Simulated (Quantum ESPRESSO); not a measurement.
# Kohn-Sham bands of InPd3 (P4/mmm)

```
CELL_PARAMETERS angstrom
      4.08720     0.00000     0.00000
      0.00000     4.08720     0.00000
      0.00000     0.00000     3.96730
ATOMIC_POSITIONS crystal
  In 0.00000 0.00000 0.00000
  Pd 0.50000 0.50000 0.00000
  Pd 0.50000 0.00000 0.50000
  Pd 0.00000 0.50000 0.50000
```

Cell from Materials Project (mp-510436), symmetrised, no further relaxation. Not found in the COD (Crystallography Open Database) copy used; not checked further. Computed values, not measurements, from PBEsol: Quantum ESPRESSO (norm-conserving PseudoDojo potentials, cutoff 66 Ry, no spin polarisation, no spin-orbit coupling) on a Γ-centred 4×4×4 mesh, then Wannier90. Density: 10×10×10 mesh, cold smearing 0.01 Ry. Spin-orbit coupling is left out although heavy elements are present.

### Question
List the Kohn-Sham levels between −8 and 3.0 eV relative to the Fermi level at the high-symmetry points, as a band run of pw.x on that density gives them (levels within 2 meV counted together).

### Answer
| point | k (reciprocal lattice) | levels (eV) |
|---|---|---|
| Γ | 0.000 0.000 0.000 | -4.79, -3.80 (×2), -3.77, -3.69, -3.62, -1.64 (×2), -1.54, -0.79, -0.64, -0.23, 0.06, 0.20 (×2), 1.02 (×2), 1.52 |
| X | 0.000 0.500 0.000 | -6.72, -5.39, -3.86, -3.61, -3.48, -3.39, -2.62, -2.28, -2.26, -2.14, -1.96, -1.53, -1.51, -1.46, -1.34, -0.63, 0.20 |
| M | 0.500 0.500 0.000 | -5.82, -4.28 (×2), -3.66, -3.04 (×2), -3.02, -2.69, -2.17 (×2), -1.81, -1.76 (×2), -1.39, -1.23, -0.53, -0.50, 1.23 (×2) |
| Z | 0.000 0.000 0.500 | -6.55, -5.36, -3.79, -3.53, -3.50 (×2), -2.58, -2.30 (×2), -1.94, -1.93, -1.61 (×2), -1.38, -1.32, -0.74, 0.06 |
| R | 0.000 0.500 0.500 | -5.78, -4.22, -4.20, -3.75, -3.11, -3.08, -3.05, -2.65, -2.25, -2.20, -1.80, -1.72, -1.66, -1.29, -1.14, -0.40, -0.38, 1.37, 1.38 |
| A | 0.500 0.500 0.500 | -6.51, -3.98 (×2), -3.93, -2.73, -2.58 (×2), -1.51, -1.49 (×2), -1.35, -1.21, -1.19, -1.09 (×2), -0.18 (×2), -0.10, 0.92, 2.40 |
